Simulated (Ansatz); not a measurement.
17O NMR of the central transition in CO2

Cell: a COD entry whose atoms were relaxed with PBE, the cell held.

Space group Pa-3 (No. 205); a = 5.6200 Å.

| site | Wyckoff | site symmetry | x | y | z |
| --- | --- | --- | --- | --- | --- |
| C | 4a | .-3. | 0.0000 | 0.0000 | 0.0000 |
| O | 8c | .3. | 0.1200 | 0.1200 | 0.1200 |

One atom of each set is listed.

The numbers come from a DFT calculation in Ansatz (PBE, plane waves and PAW, scalar-relativistic, 420 eV cutoff, Γ-centred 4×4×4 k-points, Fermi–Dirac smearing 0.02 eV).

17O has I = 5/2 and Q = -25.58 mb (Pyykkö 2018); at 23.5 T its Larmor frequency is ν₀ = 135.7 MHz. Only the quadrupole interaction is simulated: positions count from each site's isotropic chemical shift, and J coupling is left out, as are shift anisotropy and dipolar coupling, which fast spinning averages.

(1) What does the 17O spectrum (fast magic-angle spinning) show for each site?

Results:

(1) 

```tsv
site	first shell	C_Q (MHz)	η	P_Q (MHz)	δ_QIS (ppm)	breadth (kHz)
O	1 C at 1.17 Å	-4.44	0.00	4.44	-6.43	1.87
```

δ_QIS = −(ν_Q²/30ν₀²)[I(I+1) − 3/4](1 + η²/3) × 10⁶ ppm with ν_Q = 3|C_Q|/[2I(2I−1)]; it falls as 1/B₀² in ppm, and the breadth as 1/B₀ in kHz.

An axis of threefold or higher order runs through O, so V_zz lies along it and η is zero.

The database entry as given showed forces above 3 eV/Å or a pressure above 30 GPa, though relaxing it moves no atom far.
